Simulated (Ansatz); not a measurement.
A geometry of BaS$_{2}$ away from equilibrium: the start of the relaxation of a relaxed BaS2 cell squeezed uniformly to 80 % of its volume. Computed with r2SCAN (plane waves to 500 eV, PAW, scalar-relativistic; Ansatz, a first-principles code). Γ-centred k-mesh 6×6×3 on the run's cell (coarser than for final values), Fermi–Dirac smearing 0.05 eV.

```xyz
6
Lattice="4.3430 -2.2207 0.0000 4.3430 2.2207 0.0000 -3.9887 0.0000 7.4167" Properties=species:S:1:pos:R:3:forces:R:3 pbc="T T T" free_energy=-15560.686 pressure_GPa=16.7
Ba     1.3515     1.5859     5.5625    0.0000   -0.1928    0.0000
Ba     3.3459    -1.5859     1.8542    0.0000    0.1928    0.0000
S      1.0304    -0.6518     3.5518    1.9943    0.9102   -0.5701
S      3.6670     0.6518     3.8648   -1.9943   -0.9102    0.5701
S      5.6613    -0.6518     0.1565   -1.9943    0.9102    0.5701
S     -0.9639     0.6518     7.2602    1.9943   -0.9102   -0.5701
```

Positions in Å, forces in eV/Å, free energy of the cell in eV (comparable only within this code, potentials and settings). Largest force: 2.27 eV/Å, on S3, S4, S5, S6 (atoms numbered as listed); the geometry lies 0.26 eV/atom above the end of its relaxation.

The relaxed cell holds bonded S–S pairs (2.11 Å). No spin polarisation in the result.

The run could not lose the symmetry of its start.
